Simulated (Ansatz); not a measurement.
The start is a generated cell, WS2 built in the pyrite structure type. Cell shape, volume and atoms are optimised at zero target pressure with r2SCAN (plane waves to 500 eV, PAW, scalar-relativistic; Ansatz, a quantum-chemistry and plane-wave program). First-step values are on the input's coarse k-mesh.

Ansatz input (later rounds restart from its end on a renewed k-mesh):
Ansatz 0.2 input:
```yaml
crystal:
  lattice:
    - [5.972202, 0, 0]
    - [0, 5.972202, 0]
    - [0, 0, 5.972202]
  atoms:
    - { symbol: W, position: [0, 0, 0] }
    - { symbol: W, position: [0.5, 0.5, 0] }
    - { symbol: W, position: [0, 0.5, 0.5] }
    - { symbol: W, position: [0.5, 0, 0.5] }
    - { symbol: S, position: [0.3851, 0.3851, 0.3851] }
    - { symbol: S, position: [0.8851, 0.1149, 0.6149] }
    - { symbol: S, position: [0.6149, 0.8851, 0.1149] }
    - { symbol: S, position: [0.1149, 0.6149, 0.8851] }
    - { symbol: S, position: [0.6149, 0.6149, 0.6149] }
    - { symbol: S, position: [0.1149, 0.8851, 0.3851] }
    - { symbol: S, position: [0.3851, 0.1149, 0.8851] }
    - { symbol: S, position: [0.8851, 0.3851, 0.1149] }
basis: { ecutwfc: 500, ecutrho_ratio: 4, xc_grid: 4, fft_grid_basis: typed }
kpoints: { mp_grid: { grid: [3, 3, 3] } }
hamiltonian:
  xc: r2scan
  dispersion: none
  pseudopotentials: { azcp: { folder: ./paw }, kind: paw }
scf: { occupations: { method: fermi_dirac, width: 0.05 } }
relax: { f_tol: 0.01, max_steps: 100, cell: { stress_tol: 0.02 } }
output: { forces: true, stress: true }
```

Q: What pressure does the first self-consistent step give?

A: -10 GPa (negative: the cell is under tension).

Q: By how much does the energy per atom fall from start to end?

A: About 0.25 eV/atom.

Q: How does the volume per atom move from start to end?

A: -0.6 %, from 17.75 to 17.64 Å³/atom.

Q: How do the shortest distances between atoms change?

A: The closest pairs of elements (up to four, under 3.6 Å), start → end: S–S 2.38 → 2.90 Å; S–W 2.50 → 2.45 Å.

Q: The last rounds were run with spin polarisation. What moments result?

A: Net 0.62 μB/atom, ferromagnetic.

The space group stays Pa-3 (No. 205) (the run could not lower it); the end is AFLOW prototype AB2_cP12_205_a_c (C2, as in FeS2), with 12 atoms in the primitive magnetic cell. Final values are on a 7×7×7 k-mesh of the relaxed cell. The first round had no spin; a later round switched it on. Spin state reached: ferromagnetic (net 0.62 μB/atom); other spin orders were not run from this start.

The run could not lose the symmetry of its start: the end is stationary, and may be a saddle point rather than a minimum.

The relaxed structure here is a generated cell of WS2: the first start was made by placing the elements on the sites of a structure type, and the end was not matched to a known phase here, so it may be hypothetical. Known forms of WS2 include space group No. 194.
